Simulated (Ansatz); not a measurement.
Here is the system:

TaP:
```cif
data_PTa
_chemical_formula_sum 'Ta1 P1'
_space_group_name_H-M_alt 'P-6m2'
_space_group_IT_number 187
_space_group_name_Hall 'P -6 2'
_cell_length_a 3.26284
_cell_length_b 3.26284
_cell_length_c 3.29729
_cell_angle_alpha 90.000
_cell_angle_beta 90.000
_cell_angle_gamma 120.000
loop_
_atom_site_label
_atom_site_type_symbol
_atom_site_symmetry_multiplicity
_atom_site_Wyckoff_symbol
_atom_site_fract_x
_atom_site_fract_y
_atom_site_fract_z
_atom_site_occupancy
Ta1 Ta 1 e 0.66667 0.33333 0.00000 1
P1 P 1 b 0.00000 0.00000 0.50000 1
```

This is the LDA-relaxed structure.

### Question
All from LDA (plane waves, PAW; program Ansatz), unless another level is named. Give the electronic character.

### Answer
metallic (no gap).

### Question
Next, the formation energy from the elements (no fitted shifts)?

### Answer
-1.04 eV/atom.

### Question
What about the density of states at the Fermi level?

### Answer
0.14 states/eV per atom (mean over ±0.08 eV).

The first step of the workflow began from a Materials Project structure, measured or hypothetical; the Crystallography Open Database copy checked does not list it. COD files the formula under space group No. 141, so this cell is another polymorph or a model. Whether it is the stable phase at ambient conditions was not checked. Symmetry was held in the LDA relaxation; of distortions, only those at the zone centre were tested. The run is not spin-polarised. The references are the lowest solids computed at this level, not always the standard phases. Spin–orbit coupling is left out wherever it is not named.

Potentials: the later of the program's two PAW sets.
